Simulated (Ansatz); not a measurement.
LiTaO$_{3}$:
Space group R3c, hexagonal axes (No. 161); a = 5.0733 Å, b = 5.0733 Å, c = 13.6595 Å, α = 90.00°, β = 90.00°, γ = 120.00°

```csv
atom,site,symmetry,x,y,z
Li,6a,3.,0.0000,0.0000,0.2955
Ta,6a,3.,0.0000,0.0000,0.0112
O,18b,1,0.0439,0.3451,0.0812
```
(The calculation used a cell of 10 atoms; values per cell refer to that cell.)

Relaxed with LDA.

Task: Decompose the optical modes at the zone centre into irreducible representations, and say which are infrared and Raman allowed.

Result: Point group 3m: Γ_opt = 4A1 + 5A2 + 9E. Infrared: A1, E. Raman: A1, E.

Task: Assign frequencies (DFPT, plane-wave PAW LDA (Ansatz code); without the LO–TO term).

Result: E 143, A2 178, E 191, A1 210, E 252, A1 270, A2 288, E 323, A1 381, E 384, E 397, A2 398, A2 449, E 459, E 593, A1 593, E 681, A2 919 cm⁻¹.

The cell was relaxed with LDA under the symmetry of its start. No spin polarisation was allowed. Spin–orbit coupling is left out wherever it is not named.

Potentials: the later of the program's two PAW sets.
